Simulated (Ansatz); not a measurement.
Is this LiSn2 structure stable?

The cell was found from a structure generator's guess, not taken from experiment.

Theory: DFT PBE, scalar-relativistic, plane waves, PAW (Ansatz 0.2.0). Plane waves to 420 eV, a 12×12×14 mesh through Γ for the 3-atom cell and 0.10 eV Gaussian smearing; no spin polarisation.

```cif
data_structure
_symmetry_space_group_name_H-M 'P 1'
_symmetry_Int_Tables_number 1
_cell_length_a 5.5383
_cell_length_b 5.5383
_cell_length_c 3.1619
_cell_angle_alpha 90.000
_cell_angle_beta 90.000
_cell_angle_gamma 130.431
_cell_volume 73.82
loop_
_atom_site_label
_atom_site_type_symbol
_atom_site_fract_x
_atom_site_fract_y
_atom_site_fract_z
_atom_site_occupancy
Li1 Li 0.00000 0.00000 0.50000 1
Sn1 Sn 0.34691 0.65309 0.00000 1
Sn2 Sn 0.65309 0.34691 0.00000 1
```

Energies over the elements count from the elements' standard structures at the same level, with no fitted energy shifts. The references include grey tin.

Q: These tests were run: energy against the elements; phonons at Γ. What do they show?

A:

```csv
test,result
energy against the elements,−0.17 eV/atom
phonons at Γ,lowest optical mode 33 cm⁻¹
```

It fails none of these tests. Other phases of the system weren't compared here, so this isn't yet thermodynamic stability. Phonons away from Γ weren't computed.

The run for the phonons used a 12×12×14 k mesh and Fermi–Dirac smearing of 0.15 eV.
